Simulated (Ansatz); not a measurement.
A relaxed cell of CaGeF4 is given with its symmetry left out. The cell was found from a structure generator's guess, not taken from experiment.

Method: DFT PBE, scalar-relativistic, plane waves, PAW in Ansatz 0.2.0. Cutoff 420 eV, Γ-centred mesh, Gaussian smearing, no spin polarisation.

```xyz
6
Lattice="-2.0428 3.4942 5.3706 2.0428 -3.4942 5.3706 2.0428 3.4942 -5.3706" Properties=species:S:1:pos:R:3 pbc="T T T"
Ca    0.0000    0.0000    5.3706
Ge    0.0000    0.0000    0.0000
F     2.0428    1.1584    0.0000
F     0.0000    2.3358    5.3706
F     0.0000    2.3086    0.0000
F     0.0000    4.6798    0.0000
```

Energies over the elements count from the elements' standard structures at the same level (F₂ as a molecule), with no fitted energy shifts.

Question: What space group does it have?

Answer: Immm (No. 71). Conventional cell: a = 4.086 Å, b = 6.988 Å, c = 10.741 Å. Around Ca lie 6 F at 2.34–2.36 Å; Ge is surrounded by 6 F at 2.31–2.35 Å; F on its first site is surrounded by 3 F at 2.32–2.34 Å, 1 Ca at 2.34 Å and 2 Ge at 2.35 Å; F on its second site is surrounded by 1 Ge at 2.31 Å, 3 F at 2.34–2.37 Å and 2 Ca at 2.36 Å.

Question: How far does it lie from the elements in energy?

Answer: −2.416 eV/atom. A negative formation energy is needed for stability but isn't enough: competing phases decide.

Question: Is it a metal?

Answer: No, the gap on the 8×8×8 mesh is 2.41 eV.

The last run used an 8×8×8 mesh for its 6-atom cell and Gaussian smearing of 0.02 eV. No dispersion correction is applied, so the spacing and binding between layers, chains or molecules are poorly described. Kohn–Sham gaps at this level usually fall short of measured ones. A structure relaxed within its symmetry needn't be a true minimum.
